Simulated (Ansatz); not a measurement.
An elastic tensor (GPa, Voigt order, standard axes) from the program Ansatz at the r²SCAN level (PAW):

```
 232  59.5  59.5   0.0   0.0   0.0
59.5   232  59.5   0.0   0.0   0.0
59.5  59.5   232   0.0   0.0   0.0
 0.0   0.0   0.0  79.4   0.0   0.0
 0.0   0.0   0.0   0.0  79.4   0.0
 0.0   0.0   0.0   0.0   0.0  79.4
```

**Question.** Pick the material that matches.
A) SrTiO3, cubic perovskite
B) GaN, rock salt
C) HfN, rock salt
D) CaO, rock salt

**Answer.** D, CaO, rock salt

Space group Fm-3m (rock salt). The cell was relaxed with r²SCAN under the symmetry of its start; phonons on a q-mesh show no instability.

Potentials: the earlier of the program's two PAW sets.
